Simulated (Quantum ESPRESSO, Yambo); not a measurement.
Na2PtH4 (space group I4/mmm, No. 139): one geometry, one set of LDA (pw.x of Quantum ESPRESSO, ONCV potentials, scalar-relativistic) orbitals, self-energies from Yambo (4×4×4 Γ-centred k mesh, bands 7 to 132 and a 7 Ry block in the screening, 132 bands in G with the Bruneval-Gonze terminator, plasmon pole fitted at 27.2 eV).

```tsv
level	gap (0.25, -0.25, -0.5) → Z (eV)	direct gap at Z (eV)
LDA (Quantum ESPRESSO)	1.99	2.02
exchange only (Hartree-Fock self-energy on LDA orbitals)	9.35	9.24
static COHSEX@LDA	4.53	4.55
G0W0@LDA, plasmon pole	[?]	[?]
G0W0@LDA, multipole fit to 8 frequencies, no terminator	[?]	[?]
```

Complete the blanks.


- G0W0@LDA, plasmon pole, gap (0.25, -0.25, -0.5) → Z (eV): 3.65
- G0W0@LDA, plasmon pole, direct gap at Z (eV): 3.66
- G0W0@LDA, multipole fit to 8 frequencies, no terminator, gap (0.25, -0.25, -0.5) → Z (eV): 3.56
- G0W0@LDA, multipole fit to 8 frequencies, no terminator, direct gap at Z (eV): 3.56

Bare exchange has no screening and gives the widest gap; static COHSEX screens it but leaves out the frequency dependence, which G0W0 restores. All rows use the LDA edge points; in the exchange only run other k points give a smaller gap, 9.24 eV.

Convergence of the G0W0 settings was not tested.

Spin-orbit coupling is not included.

Geometry of the Materials Project entry, not relaxed at this level; primitive cell a = b = c = 4.944 Å, α = β = 116.61°, γ = 95.97°.
